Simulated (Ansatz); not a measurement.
With DFT-PBEsol in the program Ansatz with PAW potentials, Ta in the diamond structure (Fd-3m) relaxes to a = 6.001 Å. Ta has 4 nearest neighbours from 2.60 Å (tetrahedral).

Electronic character: metallic (no gap). Gap from PBEsol with spin–orbit coupling: none (metallic).

The bulk modulus is 757 kbar. The relaxed-ion elastic constants in GPa are C11 = 2.6, C12 = 111, C44 = -292. The highest mode at Γ lies at 76 cm⁻¹.

The start of the workflow was typed in or built on a structure type; neither database checked (COD, Materials Project) lists it. It is not the phase usual at ambient conditions (space group No. 229). The PBEsol relaxation kept the symmetry of its start. At this level the phase is mechanically unstable. No spin polarisation was allowed. As this level gives no gap, shear constants depend on the k-mesh and smearing (Fermi–Dirac, 0.1 eV here). As this level gives no gap, phonon frequencies hold no LO–TO term and depend on the k-mesh and smearing (Fermi–Dirac, 0.1 eV here). Spin–orbit coupling is left out wherever it is not named.

Potentials: the earlier of the program's two PAW sets. The files were generated under PBE; for other functionals the program regenerates the frozen cores, and for LDA and PBEsol the local potential too.
